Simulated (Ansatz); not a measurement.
## YbSb₃: from a guess to a relaxed structure

Theory: DFT PBE, scalar-relativistic, plane waves, PAW in Ansatz 0.2.0. Cutoff 420 eV, Gaussian smearing, Γ-centred meshes. Cell and atoms relax first on a coarse mesh and then on a finer one. In between, the cell is made exact in the group found at 0.06 Å. In metals the finer mesh still leaves noise of several meV/atom or more. The steps can't lower the symmetry of their start. No spin polarisation.

A trial structure of YbSb₃ was built thus: random cell by space group and Wyckoff sites (Fm-3m, No. 225). The dimensions are guesses.

```cif
data_structure
_symmetry_space_group_name_H-M 'P 1'
_symmetry_Int_Tables_number 1
_cell_length_a 5.5890
_cell_length_b 5.5890
_cell_length_c 5.5890
_cell_angle_alpha 60.000
_cell_angle_beta 60.000
_cell_angle_gamma 60.000
_cell_volume 123.45
loop_
_atom_site_label
_atom_site_type_symbol
_atom_site_fract_x
_atom_site_fract_y
_atom_site_fract_z
_atom_site_occupancy
Yb1 Yb 0.50000 0.50000 0.50000 1
Sb1 Sb 0.25000 0.25000 0.25000 1
Sb2 Sb 0.75000 0.75000 0.75000 1
Sb3 Sb 0.00000 0.00000 0.00000 1
```

Energies over the elements count from the elements' standard structures at the same level, with no fitted energy shifts.

Task: Describe the relaxed structure.

Result: The symmetry stays Fm-3m (No. 225). The end has the BiF3 (D0_3) type. The volume per atom shrinks by 8.5 %, from 30.9 to 28.2 Å³. The shortest distance goes from 3.42 Å (Yb–Sb and Sb–Sb) to 3.32 Å (Yb–Sb and Sb–Sb). Conventional cell: a = 7.672 Å. Yb is surrounded by 8 Sb at 3.32 Å and 6 Sb at 3.84 Å; around Sb on a site of symmetry -43m lie 4 Sb at 3.32 Å, 4 Yb at 3.32 Å and 6 Sb at 3.84 Å; around Sb on a site of symmetry m-3m lie 8 Sb at 3.32 Å and 6 Yb at 3.84 Å.

```
Yb Sb
1.0
     0.00000    3.83618    3.83618
     3.83618    0.00000    3.83618
     3.83618    3.83618    0.00000
Yb Sb
1 3
Direct
  0.50000 0.50000 0.50000
  0.25000 0.25000 0.25000
  0.75000 0.75000 0.75000
  0.00000 0.00000 0.00000
```

Task: Give its energy and gap.

Result:

- Energy over the elements: −0.19 eV/atom
- Gap on the 10×10×10 mesh of the 4-atom cell: 0 eV (a metal)

A negative formation energy is needed for stability but isn't enough: competing phases decide.

The last run used Gaussian smearing of 0.10 eV. These runs have no spin–orbit coupling, which can matter for Sb. The cell is a metal run without spin; a magnetic state may lie lower. The 4f shell of Yb is treated without a Hubbard U. A structure relaxed within its symmetry needn't be a true minimum. In all, the 3 runs took 85 s on 1 thread of Arm Neoverse V1 (shared host).
